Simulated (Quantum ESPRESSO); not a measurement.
Al2InGaAs4, finding a planted mistake in a log

A calculation, not a measurement. The program is pw.x of Quantum ESPRESSO 7.5 (plane-wave density functional theory). The cell is made up: 8 atoms on a zincblende/diamond lattice, with randomly drawn elements, strain and displacements, not relaxed. PseudoDojo standard norm-conserving files (v0.5 for PBE, v0.4.1 for LDA and PBEsol) set the functional; there is no spin polarisation, spin-orbit coupling or dispersion term, and the masses in the input are unused placeholders.

Intended input:

```
&control calculation='scf', pseudo_dir='./dojo.nc.sr.pbe.v0_5.standard.upf', outdir='./o', disk_io='medium', tprnfor=.true., tstress=.true. /
&system ibrav=0, nat=8, ntyp=4, nbnd=52, ecutwfc=84.00895049, nosym=.true., tot_charge=0,
 occupations='smearing', smearing='fd', degauss=0.0018374661
/
&electrons conv_thr=7.350e-09, electron_maxstep=60, /
ATOMIC_SPECIES
Al 1.0 Al.upf
As 1.0 As.upf
Ga 1.0 Ga.upf
In 1.0 In.upf
CELL_PARAMETERS angstrom
5.7527 0.0 0.0
0.0 5.7527 0.0
0.0 0.0 5.7527
ATOMIC_POSITIONS angstrom
Al 0.0013 -0.0101 0.0102
In -0.0055 2.8899 2.8995
Al 2.9001 -0.0137 2.8405
Ga 2.8371 2.8934 -0.003
As 1.4571 1.4434 1.4318
As 1.4404 4.3108 4.3021
As 4.3413 1.4052 4.3149
As 4.3407 4.3222 1.4319
K_POINTS automatic
4 4 4 1 1 1
```

The log is shortened where brackets say so; the opening notice, blank lines, dates and the lines on written files are dropped, and the path of the files is cut. It prints rydbergs, bohrs and kilobars, and counts compression as positive stress.

Log of the intended run:

```
     Program PWSCF v.7.5
     Parallel version (MPI & OpenMP), running on       1 processor cores
     Number of MPI processes:                 1
     Threads/MPI process:                     1
     [start-up lines left out]
     bravais-lattice index     =            0
     lattice parameter (alat)  =      10.8710  a.u.
     unit-cell volume          =    1284.7297 (a.u.)^3
     number of atoms/cell      =            8
     number of atomic types    =            4
     number of electrons       =        92.00
     number of Kohn-Sham states=           52
     kinetic-energy cutoff     =      84.0090  Ry
     charge density cutoff     =     336.0358  Ry
     scf convergence threshold =      7.3E-09
     mixing beta               =       0.7000
     number of iterations used =            8  plain     mixing
     Exchange-correlation= PBE
                           (   1   4   3   4   0   0   0)
     [axes and pseudopotential details left out]
   Cartesian axes
     site n.     atom                  positions (alat units)
         1        Al     tau(   1) = (   0.0002260  -0.0017557   0.0017731  )
         2        In     tau(   2) = (  -0.0009561   0.5023554   0.5040242  )
         3        Al     tau(   3) = (   0.5041285  -0.0023815   0.4937681  )
         4        Ga     tau(   4) = (   0.4931771   0.5029638  -0.0005215  )
         5        As     tau(   5) = (   0.2532898   0.2509083   0.2488918  )
         6        As     tau(   6) = (   0.2503868   0.7493525   0.7478401  )
         7        As     tau(   7) = (   0.7546543   0.2442679   0.7500652  )
         8        As     tau(   8) = (   0.7545500   0.7513342   0.2489092  )
     number of k points=    32  Fermi-Dirac smearing, width (Ry)=  0.0018
                       cart. coord. in units 2pi/alat
        k(    1) = (   0.1250000   0.1250000   0.1250000), wk =   0.0625000
        k(    2) = (   0.1250000   0.1250000   0.3750000), wk =   0.0625000
     [further k points left out]
     Dense  grid:   133579 G-vectors     FFT dimensions: (  64,  64,  64)
     Estimated max dynamical RAM per process >     195.25 MB
     Initial potential from superposition of free atoms
     starting charge      91.9876, renormalised to      92.0000
     Starting wfcs are   62 randomized atomic wfcs
     total cpu time spent up to now is       20.3 secs
     per-process dynamical memory:   103.6 Mb
     Self-consistent Calculation
     iteration #  1     ecut=    84.01 Ry     beta= 0.70
     Davidson diagonalization with overlap
     ethr =  1.00E-02,  avg # of iterations =  4.4
     Threshold (ethr) on eigenvalues was too large:
     Diagonalizing with lowered threshold
     Davidson diagonalization with overlap
     ethr =  2.59E-04,  avg # of iterations =  3.0
     total cpu time spent up to now is      109.8 secs
     total energy              =   -1143.78977642 Ry
     estimated scf accuracy    <       0.24958978 Ry
     iteration #  2     ecut=    84.01 Ry     beta= 0.70
     Davidson diagonalization with overlap
     ethr =  2.71E-04,  avg # of iterations =  3.3
     total cpu time spent up to now is      152.3 secs
     total energy              =   -1143.83423907 Ry
     estimated scf accuracy    <       0.04251217 Ry
     [iterations 3 to 9 left out]
     iteration # 10     ecut=    84.01 Ry     beta= 0.70
     Davidson diagonalization with overlap
     ethr =  4.18E-11,  avg # of iterations =  2.0
     total cpu time spent up to now is      538.5 secs
     total energy              =   -1143.84494866 Ry
     estimated scf accuracy    <          7.9E-09 Ry
     iteration # 11     ecut=    84.01 Ry     beta= 0.70
     Davidson diagonalization with overlap
     ethr =  8.62E-12,  avg # of iterations =  2.8
     total cpu time spent up to now is      590.4 secs
     End of self-consistent calculation
     [lines on levels left out]
!    total energy              =   -1143.84494866 Ry
     estimated scf accuracy    <          1.5E-10 Ry
     smearing contrib. (-TS)   =      -0.00000000 Ry
     internal energy E=F+TS    =   -1143.84494866 Ry
     The total energy is F=E-TS. E is the sum of the following terms:
     one-electron contribution =    -674.29384653 Ry
     hartree contribution      =     386.69675853 Ry
     xc contribution           =    -276.52355344 Ry
     ewald contribution        =    -579.72430722 Ry
     convergence has been achieved in  11 iterations
     Forces acting on atoms (cartesian axes, Ry/au):
     atom    1 type  1   force =     0.00932446    0.00458256   -0.00360839
     atom    2 type  4   force =     0.00142243   -0.01525043   -0.01010725
     atom    3 type  1   force =    -0.00181025    0.00525860    0.00899413
     atom    4 type  3   force =     0.01845983   -0.00704647   -0.00392584
     atom    5 type  2   force =     0.02006734   -0.03437740   -0.02343255
     atom    6 type  2   force =     0.03727131    0.04907056    0.03393960
     atom    7 type  2   force =    -0.04533829   -0.02845248    0.03387265
     atom    8 type  2   force =    -0.03939681    0.02621505   -0.03573234
     Total force =     0.124846     Total SCF correction =     0.000074
     Computing stress (Cartesian axis) and pressure
          total   stress  (Ry/bohr**3)                   (kbar)     P=       39.91
   0.00026703   0.00002201   0.00002252           39.28        3.24        3.31
   0.00002201   0.00027451  -0.00003840            3.24       40.38       -5.65
   0.00002252  -0.00003840   0.00027235            3.31       -5.65       40.06
     init_run     :     18.99s CPU     19.98s WALL (       1 calls)
     electrons    :    564.52s CPU    570.09s WALL (       1 calls)
     forces       :      7.31s CPU      7.40s WALL (       1 calls)
     stress       :     26.02s CPU     26.14s WALL (       1 calls)
     [timing details left out]
     PWSCF        :  10m17.21s CPU  10m24.49s WALL
     JOB DONE.
```

A second run was made from an input with one planted mistake. Its log:

```
     Program PWSCF v.7.5
     Parallel version (MPI & OpenMP), running on       4 processor cores
     Number of MPI processes:                 4
     Threads/MPI process:                     1
     [start-up lines left out]
     bravais-lattice index     =            0
     lattice parameter (alat)  =      10.8710  a.u.
     unit-cell volume          =    1284.7297 (a.u.)^3
     number of atoms/cell      =            8
     number of atomic types    =            4
     number of electrons       =        93.00
     number of Kohn-Sham states=           53
     kinetic-energy cutoff     =      84.0090  Ry
     charge density cutoff     =     336.0358  Ry
     scf convergence threshold =      7.3E-09
     mixing beta               =       0.7000
     number of iterations used =            8  plain     mixing
     Exchange-correlation= PBE
                           (   1   4   3   4   0   0   0)
     [axes and pseudopotential details left out]
   Cartesian axes
     site n.     atom                  positions (alat units)
         1        Al     tau(   1) = (   0.0002260  -0.0017557   0.0017731  )
         2        In     tau(   2) = (  -0.0009561   0.5023554   0.5040242  )
         3        Al     tau(   3) = (   0.5041285  -0.0023815   0.4937681  )
         4        Ga     tau(   4) = (   0.4931771   0.5029638  -0.0005215  )
         5        As     tau(   5) = (   0.2532898   0.2509083   0.2488918  )
         6        As     tau(   6) = (   0.2503868   0.7493525   0.7478401  )
         7        As     tau(   7) = (   0.7546543   0.2442679   0.7500652  )
         8        As     tau(   8) = (   0.7545500   0.7513342   0.2489092  )
     number of k points=    32  Fermi-Dirac smearing, width (Ry)=  0.0018
                       cart. coord. in units 2pi/alat
        k(    1) = (   0.1250000   0.1250000   0.1250000), wk =   0.0625000
        k(    2) = (   0.1250000   0.1250000   0.3750000), wk =   0.0625000
     [further k points left out]
     Dense  grid:   133579 G-vectors     FFT dimensions: (  64,  64,  64)
     Estimated max dynamical RAM per process >     304.62 MB
     Estimated total dynamical RAM >       1.09 GB
     Initial potential from superposition of free atoms
     starting charge      91.9876, renormalised to      93.0000
     Starting wfcs are   62 randomized atomic wfcs
     total cpu time spent up to now is        4.3 secs
     per-process dynamical memory:   213.8 Mb
     Self-consistent Calculation
     iteration #  1     ecut=    84.01 Ry     beta= 0.70
     Davidson diagonalization with overlap
     ethr =  1.00E-02,  avg # of iterations =  4.3
     Threshold (ethr) on eigenvalues was too large:
     Diagonalizing with lowered threshold
     Davidson diagonalization with overlap
     ethr =  2.99E-04,  avg # of iterations =  3.4
     total cpu time spent up to now is       21.5 secs
     total energy              =   -1143.07337731 Ry
     estimated scf accuracy    <       0.30770638 Ry
     iteration #  2     ecut=    84.01 Ry     beta= 0.70
     Davidson diagonalization with overlap
     ethr =  3.31E-04,  avg # of iterations =  5.3
     total cpu time spent up to now is       30.3 secs
     total energy              =   -1143.11823727 Ry
     estimated scf accuracy    <       0.17553148 Ry
     [iterations 3 to 9 left out]
     iteration # 10     ecut=    84.01 Ry     beta= 0.70
     Davidson diagonalization with overlap
     ethr =  5.94E-11,  avg # of iterations =  3.7
     total cpu time spent up to now is       96.8 secs
     total energy              =   -1143.16800303 Ry
     estimated scf accuracy    <       0.00000001 Ry
     iteration # 11     ecut=    84.01 Ry     beta= 0.70
     Davidson diagonalization with overlap
     ethr =  1.61E-11,  avg # of iterations =  2.4
     total cpu time spent up to now is      103.7 secs
     End of self-consistent calculation
     [lines on levels left out]
!    total energy              =   -1143.16800303 Ry
     estimated scf accuracy    <          3.4E-09 Ry
     smearing contrib. (-TS)   =      -0.00013625 Ry
     internal energy E=F+TS    =   -1143.16786678 Ry
     The total energy is F=E-TS. E is the sum of the following terms:
     one-electron contribution =    -672.80670850 Ry
     hartree contribution      =     386.56945512 Ry
     xc contribution           =    -277.20630618 Ry
     ewald contribution        =    -579.72430722 Ry
     convergence has been achieved in  11 iterations
     Forces acting on atoms (cartesian axes, Ry/au):
     atom    1 type  1   force =     0.00866598    0.00228518   -0.00207221
     atom    2 type  4   force =     0.00074294   -0.01279003   -0.01017463
     atom    3 type  1   force =    -0.00180062    0.00289856    0.00722424
     atom    4 type  3   force =     0.01777255   -0.00469378   -0.00313014
     atom    5 type  2   force =     0.01928686   -0.03843595   -0.02224793
     atom    6 type  2   force =     0.03602828    0.05293072    0.03224164
     atom    7 type  2   force =    -0.04339366   -0.03268260    0.03297297
     atom    8 type  2   force =    -0.03730233    0.03048789   -0.03481394
     Total force =     0.125772     Total SCF correction =     0.000316
     Computing stress (Cartesian axis) and pressure
          total   stress  (Ry/bohr**3)                   (kbar)     P=      148.58
   0.00100306   0.00002332   0.00002398          147.55        3.43        3.53
   0.00002332   0.00101987  -0.00004473            3.43      150.03       -6.58
   0.00002398  -0.00004473   0.00100710            3.53       -6.58      148.15
     init_run     :      3.95s CPU      4.13s WALL (       1 calls)
     electrons    :     98.44s CPU     99.48s WALL (       1 calls)
     forces       :      1.18s CPU      1.18s WALL (       1 calls)
     stress       :      3.81s CPU      3.81s WALL (       1 calls)
     [timing details left out]
     PWSCF        :   1m47.56s CPU   1m48.84s WALL
     JOB DONE.
```

Question: what was wrong in the second input?

Answer: the cell has the wrong charge. The input lines that differ, file-writing options aside:

```
- &system ibrav=0, nat=8, ntyp=4, nbnd=52, ecutwfc=84.00895049, nosym=.true., tot_charge=0,
+ &system ibrav=0, nat=8, ntyp=4, nbnd=53, ecutwfc=84.00895049, nosym=.true., tot_charge=-1,
```

|  | intended run | run with the mistake |
| --- | --- | --- |
| free energy (eV) | -15562.803 | -15553.593 |
| smearing term -TS (eV) | 0.0000 | -0.0019 |
| pressure (GPa) | 3.99 | 14.86 |
| largest force component (eV/Å) | 1.262 | 1.361 |
| largest change of a force component (eV/Å) |  | 0.110 |
| iterations | 11 | 11 |

For scale, a rerun of the intended cell at 1437 eV and a 6 x 6 x 6 mesh moved values by no more than 0.011 eV in energy, 0.02 GPa in stress and 0.003 eV/Å in force. The charged cell sits in a uniform background, so its energy and stress rest on the program's zero of potential. The number of bands, nbnd, was set by rule from the electron count and the smearing, so it follows the mistake.